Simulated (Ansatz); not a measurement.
A trial cell of Mo2C was relaxed with PBE (plane waves to 420 eV, PAW, scalar-relativistic; Ansatz, a quantum-chemistry and plane-wave program).

Before: Fddd, origin choice 1 (No. 70), oF24; a = 4.603 Å, b = 7.928 Å, c = 8.199 Å, α = β = γ = 90.00°.

After relaxation:

Simulated powder pattern, Co Kα, λ = 1.79026 Å (kinematic, ideal powder, no thermal factors, no anomalous dispersion; the 24 strongest lines at most, above 1 %, up to 2θ = 90°):

```
2θ (°)  I/Imax (%)
------  ----------
43.25          100
46.20          1.1
49.22           42
52.63           17
72.16           13
74.92           24
88.01           28
```

Task: Identify the relaxed structure from its pattern: crystal system, space group and cell.

Result: Tetragonal, I4₁/amd, origin choice 1 (No. 141), tI12; a = 4.299 Å, b = 4.299 Å, c = 8.077 Å, α = 90.00°, β = 90.00°, γ = 90.00°. Sites: Mo 8e (0.000, 0.000, 0.256); C 4a (0.000, 0.000, 0.000).

Task: Index the strongest lines.

Result: 43.25° (112), 49.22° (200), 52.63° (004), 74.92° (204), 88.01° (312).

No spin polarisation in the result.

The run could not lose the symmetry of its start; a randomly shaken copy of 12 atoms returns to this structure.

The relaxed structure here is a generated cell of Mo2C: the first start was made by placing the elements on the sites of a structure type, and the end was not matched to a known phase here, so it may be hypothetical.
